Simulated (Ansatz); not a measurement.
# Every step of a relaxation of rocksalt HfN (100), 4 layers

DFT, PBE, PAW with Ansatz's default frozen-core files, scalar-relativistic (Ansatz 0.2.0); a Γ-centred 11×11×1 k mesh, Fermi–Dirac smearing of 0.08 eV, no spin polarisation. The run relaxes the atoms in the fixed cell.

Command: `ansatz run input.yaml --threads 3 --pin off --max-ram 8192MiB --backend cpu --events-out ev --progress --plain --runs-dir out` It took 58 s on 3 threads of Intel(R) Xeon(R) Platinum 8375C CPU @ 2.90GHz (Ice Lake) (shared host), peak memory 0.8 GiB.

```yaml
crystal:
  lattice:
    - [3.2159806214, 0.0, 0.0]
    - [0.0, 3.2159806214, 0.0]
    - [0.0, 0.0, 22.8221]
  atoms:
    - { symbol: Hf, position: [0.0, 0.0, 0.3505368674] }
    - { symbol: "N", position: [0.5, 0.5, 0.3505368674] }
    - { symbol: Hf, position: [0.5, 0.5, 0.4501789554] }
    - { symbol: "N", position: [0.0, 0.0, 0.4501789554] }
    - { symbol: Hf, position: [0.0, 0.0, 0.549821044] }
    - { symbol: "N", position: [0.5, 0.5, 0.549821044] }
    - { symbol: Hf, position: [0.5, 0.5, 0.6494631326] }
    - { symbol: "N", position: [0.0, 0.0, 0.6494631326] }
kpoints:
  mp_grid: { grid: [11, 11, 1] }
scf:
  occupations: { method: fermi_dirac, width: 0.08 }
hamiltonian:
  xc: pbe
  pseudopotentials: { kind: paw }
output:
  forces: true
  stress: true
  eigenvalues: true
relax:
  f_tol: 0.01
  max_steps: 40
efield:
  axis: 3
  amplitude: 0
  dipole_correction: true
```

Each step lists its free energy a cell above the last geometry, and Cartesian positions (Å) with forces (eV/Å).

The first step:

```
step 1  dF = 252.65 meV
  Hf 0.0000 0.0000 8.0000   0.0000 0.0000 1.3785
  N 1.6080 1.6080 8.0000   0.0000 0.0000 -0.8108
  Hf 1.6080 1.6080 10.2740   0.0000 0.0000 0.0465
  N 0.0000 0.0000 10.2740   0.0000 0.0000 -0.8514
  Hf 0.0000 0.0000 12.5481   0.0000 0.0000 -0.0465
  N 1.6080 1.6080 12.5481   0.0000 0.0000 0.8514
  Hf 1.6080 1.6080 14.8221   0.0000 0.0000 -1.3785
  N 0.0000 0.0000 14.8221   0.0000 0.0000 0.8108
```

Spin–orbit coupling is left out, which matters for the heavy atoms.

Q: Where does the relaxation end, and by which steps?

A: After 6 geometries, with a shortest distance of 2.120 Å. The further steps:
```
step 2  dF = 68.41 meV
  Hf 0.0000 0.0000 8.1351   0.0000 0.0000 -0.5204
  N 1.6080 1.6080 7.9309   0.0000 0.0000 0.0948
  Hf 1.6080 1.6080 10.2498   0.0000 0.0000 0.7035
  N 0.0000 0.0000 10.2798   0.0000 0.0000 -0.0561
  Hf 0.0000 0.0000 12.5723   0.0000 0.0000 -0.7035
  N 1.6080 1.6080 12.5423   0.0000 0.0000 0.0561
  Hf 1.6080 1.6080 14.6870   0.0000 0.0000 0.5204
  N 0.0000 0.0000 14.8912   0.0000 0.0000 -0.0948
step 3  dF = 15.24 meV
  Hf 0.0000 0.0000 8.0951   0.0000 0.0000 0.1827
  N 1.6080 1.6080 7.9385   0.0000 0.0000 -0.0109
  Hf 1.6080 1.6080 10.2870   0.0000 0.0000 0.1790
  N 0.0000 0.0000 10.2563   0.0000 0.0000 -0.2565
  Hf 0.0000 0.0000 12.5351   0.0000 0.0000 -0.1790
  N 1.6080 1.6080 12.5658   0.0000 0.0000 0.2565
  Hf 1.6080 1.6080 14.7270   0.0000 0.0000 -0.1827
  N 0.0000 0.0000 14.8836   0.0000 0.0000 0.0109
step 4  dF = 3.22 meV
  Hf 0.0000 0.0000 8.1026   0.0000 0.0000 0.1340
  N 1.6080 1.6080 7.9475   0.0000 0.0000 0.0139
  Hf 1.6080 1.6080 10.3105   0.0000 0.0000 -0.0241
  N 0.0000 0.0000 10.2427   0.0000 0.0000 -0.1724
  Hf 0.0000 0.0000 12.5116   0.0000 0.0000 0.0241
  N 1.6080 1.6080 12.5794   0.0000 0.0000 0.1724
  Hf 1.6080 1.6080 14.7195   0.0000 0.0000 -0.1340
  N 0.0000 0.0000 14.8746   0.0000 0.0000 -0.0139
step 5  dF = 0.04 meV
  Hf 0.0000 0.0000 8.1090   0.0000 0.0000 0.0168
  N 1.6080 1.6080 7.9555   0.0000 0.0000 0.0031
  Hf 1.6080 1.6080 10.3182   0.0000 0.0000 -0.0188
  N 0.0000 0.0000 10.2299   0.0000 0.0000 -0.0142
  Hf 0.0000 0.0000 12.5039   0.0000 0.0000 0.0188
  N 1.6080 1.6080 12.5922   0.0000 0.0000 0.0142
  Hf 1.6080 1.6080 14.7131   0.0000 0.0000 -0.0168
  N 0.0000 0.0000 14.8666   0.0000 0.0000 -0.0031
step 6  dF = 0.00 meV
  Hf 0.0000 0.0000 8.1097   0.0000 0.0000 0.0006
  N 1.6080 1.6080 7.9562   0.0000 0.0000 0.0002
  Hf 1.6080 1.6080 10.3174   0.0000 0.0000 -0.0006
  N 0.0000 0.0000 10.2296   0.0000 0.0000 0.0001
  Hf 0.0000 0.0000 12.5047   0.0000 0.0000 0.0006
  N 1.6080 1.6080 12.5925   0.0000 0.0000 -0.0001
  Hf 1.6080 1.6080 14.7124   0.0000 0.0000 -0.0006
  N 0.0000 0.0000 14.8659   0.0000 0.0000 -0.0002
```
